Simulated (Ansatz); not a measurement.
This cell of Ta (bcc, W type) is off equilibrium:

```
Ta
1.0
   -3.31974     3.31974     3.31974
    1.65987    -1.65987     1.65987
    1.65987     1.65987    -1.65987
Ta
2
Cartesian
  0.00000  -0.10607  -0.10607
 -1.65987   1.76594   1.76594
```

Computed with PBE (plane waves to 420 eV, PAW, scalar-relativistic; Ansatz, a first-principles code). k mesh 10×20×20 (Γ-centred), Fermi-Dirac smearing 0.05 eV. Stress and pressure are positive under compression. With partly filled bands, energies and forces of such displacements shift with the k mesh and the smearing. Spin-orbit coupling is left out, though Ta is heavy. Ta is run without spin polarisation. Ta was relaxed with its symmetry unable to fall. The PAW data are Ansatz's earlier set.

Question: Predict the force on every atom, in eV/Å.

Answer: 
```csv
atom,Fx,Fy,Fz
Ta1,0.000,1.891,1.891
Ta2,0.000,-1.891,-1.891
```

Question: Give the stress tensor in GPa and the pressure.

Answer: 
```
    7.9      0.0      0.0
    0.0      6.8      0.7
    0.0      0.7      6.8
```
The pressure, a third of the trace, is 7.2 GPa.

(A displaced cell: forces are minus the slopes of the energy, force constants its curvatures, and phonons follow from these.)
